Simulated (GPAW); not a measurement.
## SiF: changing the choice of potentials or basis

```
Si F
1.0
     1.33860    0.77284    3.89831
    -1.33860    0.77284    3.89831
     0.00000   -1.54568    3.89831
Si F
1 1
Direct
  0.50000 0.50000 0.50000
  0.00000 0.00000 0.00000
```

The cell comes from a database or a generator and needn't be the stable form of this composition.

Kept alike: task single point; functional PBE; k mesh 12 × 12 × 12; occupations fermi-dirac, width 0.05 eV; no spin polarisation. Program: GPAW. Cutoffs run from 800 to 1100 eV. The mesh is that of the run's cell of 2 atoms. No spin-orbit coupling.

```csv
choice of potentials or basis,pressure (GPa)
GPAW PAW data sets (gpaw-data 1.2.1),-0.71
"GPAW PAW data sets (gpaw-data 1.2.1), newer versions",0.10
PAW data sets generated for this functional,-0.71
SG15 ONCV 1.2,0.15
```

Pressure is positive in compression; the values hold the error of the finite cutoff, so their zero can differ a little from the energy's minimum. For a metal such a mesh leaves the last digits unconverged. Runs of this series that gave no sound value for these columns are left out.

**Question.** What does the choice of potentials or basis change here?

**Answer.** The pressure runs from -0.71 (GPAW PAW data sets (gpaw-data 1.2.1); PAW data sets generated for this functional) to 0.15 GPa (SG15 ONCV 1.2).
